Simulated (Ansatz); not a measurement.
Name crystals whose computed values (the program Ansatz at the LDA level (PAW)) fall in these windows: gap (eV) 1.5 to 1.8; B₀ by P(V) fit (GPa) 67 to 89.



| crystal | gap (eV) | B₀ by P(V) fit (GPa) |
|---|---|---|
| MgIn2S4, spinel | 1.64 | 74.8 |
Others may fit too.

Standing as an ambient phase not checked: MgIn2S4, spinel. The cell was relaxed under the symmetry of its start. Spin–orbit coupling is left out wherever it is not named.

Potentials: the later of the program's two PAW sets.
